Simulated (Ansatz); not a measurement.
## ReSe2: from a starting cell to a relaxed one

The start is a generated cell, ReSe2 built in the AFLOW prototype A2B_oP12_62_2c_c (C25, as in HgCl2). A full variable-cell relaxation at zero pressure is run with r2SCAN (plane waves to 500 eV, PAW, scalar-relativistic; Ansatz, a program for electronic structure). The first steps use a coarse 2×4×5 k-mesh.

Starting cell:
```
ReSe2
1.0
   11.70023     0.00000     0.00000
    0.00000     5.47848     0.00000
    0.00000     0.00000     3.97357
Re Se
4 8
Direct
  0.37400   0.75000   0.94700
  0.87400   0.75000   0.55300
  0.62600   0.25000   0.05300
  0.12600   0.25000   0.44700
  0.23300   0.75000   0.62500
  0.73300   0.75000   0.87500
  0.76700   0.25000   0.37500
  0.26700   0.25000   0.12500
  0.00800   0.75000   0.22200
  0.50800   0.75000   0.27800
  0.99200   0.25000   0.77800
  0.49200   0.25000   0.72200
```

Question: What pressure does the first self-consistent step give?

Answer: +25 GPa (positive: the cell is compressed).

Question: What is the largest force in the starting geometry, and on which atom (counted from 1)?

Answer: About 10.1 eV/Å, on Se9, Se10, Se11, Se12 (atoms numbered as listed).

Question: What symmetry does the relaxed structure have?

Answer: The space group goes from Pnma (No. 62) to P4₂/nmc (No. 137), with 6 atoms in the primitive cell.

Question: By how much does the energy per atom fall from start to end?

Answer: 1.54 to 1.55 eV/atom (the two k-meshes of the run give this range).

Question: How does the volume change?

Answer: -12.0 %, from 21.23 to 18.68 Å³/atom.

Question: How do the shortest distances between atoms change?

Answer: The closest pairs of elements (up to four, under 3.6 Å), start → end: Re–Se 2.05 → 2.55 Å; Se–Se 3.08 → 3.04 Å.

Question: What band gap does the relaxed structure have at this level?

Answer: Zero (metallic).

Question: What does it relax into? Give the structure.

Answer: 
```cif
data_Re2Se4
_chemical_formula_sum 'Re2 Se4'
_space_group_name_H-M_alt 'P42/nmc :1'
_space_group_IT_number 137
_space_group_name_Hall 'P 4n 2n -1n'
_cell_length_a 4.28056
_cell_length_b 4.28056
_cell_length_c 6.11624
_cell_angle_alpha 90.000
_cell_angle_beta 90.000
_cell_angle_gamma 90.000
loop_
_space_group_symop_operation_xyz
  'x, y, z'
  '-y+1/2, x+1/2, z+1/2'
  '-x, -y, z'
  'y+1/2, -x+1/2, z+1/2'
  'x+1/2, -y+1/2, -z+1/2'
  '-y, -x, -z'
  '-x+1/2, y+1/2, -z+1/2'
  'y, x, -z'
  '-x+1/2, -y+1/2, -z+1/2'
  'y, -x, -z'
  'x+1/2, y+1/2, -z+1/2'
  '-y, x, -z'
  '-x, y, z'
  'y+1/2, x+1/2, z+1/2'
  'x, -y, z'
  '-y+1/2, -x+1/2, z+1/2'
loop_
_atom_site_label
_atom_site_type_symbol
_atom_site_symmetry_multiplicity
_atom_site_Wyckoff_symbol
_atom_site_fract_x
_atom_site_fract_y
_atom_site_fract_z
_atom_site_occupancy
Re1 Re 2 a 0.00000 0.00000 0.00000 1
Se1 Se 4 d 0.50000 0.00000 0.22613 1
```

Final values are on a 9×9×6 k-mesh of the relaxed cell. No spin polarisation in the result.

The run could not lose the symmetry of its start: the end is stationary, and may be a saddle point rather than a minimum.

The relaxed structure here is a generated cell of ReSe2: the first start was made by placing the elements on the sites of a structure type, and the end was not matched to a known phase here, so it may be hypothetical.
